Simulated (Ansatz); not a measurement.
# Ir: frozen-core PAW against all-electron methods

```
CELL_PARAMETERS angstrom
0.00000 1.86211 1.91970
1.86211 0.00000 1.91970
1.86211 1.86211 0.00000
ATOMIC_POSITIONS crystal
Ir 0.00000 0.00000 0.00000
```

The cell comes from COD entry 9008470, which wasn't checked; take it as a given geometry. The listed cell was then made from it by scaling, straining or moving an atom.

No spin–orbit coupling, which matters for the heavy atoms here.

Methods: DFT, PBEsol, PAW with Ansatz's default frozen-core files, scalar-relativistic (Ansatz 0.2.0); DFT, PBEsol, all-electron PAW with datasets made for the crystal, scalar-relativistic (Ansatz 0.2.0); DFT, PBEsol, all-electron LAPW, scalar-relativistic (Ansatz 0.2.0).

For PAW: a Γ-centred 15×15×15 k mesh, Fermi–Dirac smearing of 0.05 eV, cutoff 420 eV, no spin polarisation; the PAW files were made with PBE, and the program remakes their frozen cores for this functional. The crystal-made all-electron datasets (AE datasets) take a cutoff of 320 eV at this cell. LAPW targets a basis error of 0.5 meV/atom. The Ansatz runs share mesh, smearing and spin set-up. Plane-wave (PAW) pressures include the program's estimate of the Pulay term.

Stress and pressure are positive in compression.

The change that made this cell: equal xx and yy strain of -3 %.

No spin–orbit coupling: at heavy atoms the gradients can be off by tens of per cent for that reason.

In a metal, gradients converge slowly with the k mesh: the values move by tens of per cent from one mesh to another, at times in sign, so only the comparison on one mesh counts.

| quantity | PAW | AE datasets | LAPW |
| --- | --- | --- | --- |
| pressure (GPa) | 23.98 | 23.90 | 23.90 |
| stress xx (GPa) | 28.78 | 28.70 | 28.70 |
| stress zz (GPa) | 14.38 | 14.30 | 14.30 |
| field gradient Vzz at Ir (10²¹ V/m²) | 2.32 | 2.30 | – |

PAW's pressure differs from the LAPW value by +0.08 GPa.
